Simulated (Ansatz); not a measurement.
# Structure optimisation: tungsten, omega (AlB2-type)

Method: Ansatz, DFT, LDA (PW92), plane waves (420 eV) with PAW, scalar-relativistic. (PAW data from PBE, frozen cores regenerated.)

k-point mesh 8×8×11, Fermi-Dirac smearing 0.1 eV, no spin polarisation. Cell and atoms relax.

Starting structure:

```yaml
crystal:
  lattice:
    - [4.4740055658, 0.0, 0.0]
    - [-2.2370027829, 3.8746024767, 0.0]
    - [0.0, 0.0, 2.7425654118]
  atoms:
    - { symbol: W, position: [0.0, 0.0, 0.0] }
    - { symbol: W, position: [0.3333333333, 0.6666666667, 0.5] }
    - { symbol: W, position: [0.6666666667, 0.3333333333, 0.5] }
hamiltonian:
  xc: lda
  pseudopotentials:
    kind: paw
    azcp:
      W: "pseudopotentials/W.paw.azcp"
basis:
  ecutwfc: 420
  fft_grid_basis: typed
kpoints:
  mp_grid: { grid: [8, 8, 11], shift: [0, 0, 0] }
magnetization:
  spin_polarized: false
scf:
  occupations: { method: fermi_dirac, width: 0.1 }
relax:
  max_steps: 60
  f_tol: 0.01
  cell: {}
output:
  write_density: true
  write_potential: true
  elf: true
  volumetric_format: npy
```

Problem. What cell does the relaxation end in?

Solution. P6/mmm with a = 4.613 Å, c = 2.566 Å (c/a = 0.556); 15.76 Å³ per atom against 15.85 at the start (-0.5 %).

Problem. How much energy does the relaxation gain?

Solution. 134.9 meV per atom.
